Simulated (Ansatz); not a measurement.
Re$_{2}$C:
```
CELL_PARAMETERS angstrom
      2.84659     0.00000     0.00000
     -1.42330     2.46522     0.00000
      0.00000     0.00000     9.84313
ATOMIC_POSITIONS crystal
  Re 0.33333 0.66667 0.60826
  Re 0.66667 0.33333 0.39174
  Re 0.66667 0.33333 0.10826
  Re 0.33333 0.66667 0.89174
  C  0.33333 0.66667 0.25000
  C  0.66667 0.33333 0.75000
```

Relaxed with r²SCAN.

**Question.** Map the valence electron density (e/Å³), cut off at 2 on the plane through (0.333, 0.667, 0.608) spanned by u = [0, 0, 1] and v = [1, -1, 0] in lattice vectors, from r²SCAN (plane waves, PAW; program Ansatz).

**Answer.** x is the fraction of u, y of v (the angle between them is 90°; rows are the nearest grid lines); atoms in the plane: Re at (0.00, 0.00), Re at (0.78, 0.33), Re at (0.50, 0.33), Re at (0.28, 0.00), C at (0.64, 0.00), C at (0.14, 0.33).
```
|@@@@-..:#@@@@@@+:....:=#%#%+-......-@@@@|
|@@@@-..:*@@@@@@=.....:=#%%#+-......-@@@@|
|@@@#:...=@@@@@@-.....:-+##*=:......:*@@@|
|@@@-....:#@@@@+:......:-=+=-:.......-@@@|
|@#=:.  ..-*@%+:........::::.........:=#@|
|--..     .:--:..  ................  ..:-|
|..        ...      ..         ..      ..|
|.          ..                 ..       .|
|.          ..      .          ..      ..|
|..        ...      ..        ....     ..|
|...       ....    ....      ..:...   ...|
|..................:-=:.    .:-==:.......|
|...::---:........:+@@+:.  ..=@@@*-......|
|..:-=+++-:......:=@@@@=....-@@@@@*:.....|
|..:=*###=:......:%@@@@%:..:+@@@@@@-.....|
|..:=#%%%+-......-@@@@@@-..:#@@@@@@=.....|
|..:=#%%%+-......-@@@@@@-..:#@@@@@@=:....|
|..:=#%%#+-......-@@@@@@-..:*@@@@@@=.....|
|-::-=++=-::--::.:-%@@#=::::-*@@@@+::::--|
|%#=------=*%%+-:::-++--------=**=::::=#%|
|@@@=::::-#@@@@*:..::::-=+++-:::::..:=@@@|
|@@@#:..:+@@@@@@-.....:=*##*=:......:#@@@|
|@@@@-..:*@@@@@@=.....:=#%%#+-......-@@@@|
|@@@@-..:#@@@@@@+:....:=#%#%+-......-@@@@|
```
Scale: ten equal steps from 0.108 (start of ' ') to 2.00 (end of '@'), in the order ' .:-=+*#%@'; x runs from 0.000 to 1.00, y from 0.000 (bottom) to 1.00 (top).

The density is the valence pseudo-density with augmentation charge, so density and ELF within about 1 Å of a nucleus are not all-electron values.

Space group P6_3/mmc. The first step of the workflow began from a Materials Project structure, measured or hypothetical; the Crystallography Open Database copy checked does not list it. Whether it is the stable phase at ambient conditions was not checked. The cell was relaxed with r²SCAN under the symmetry of its start; whether a distortion lowers the energy is not shown. The run is not spin-polarised. Scalar-relativistic: spin–orbit coupling is off unless named, which matters more the heavier the elements.

Potentials: the later of the program's two PAW sets.
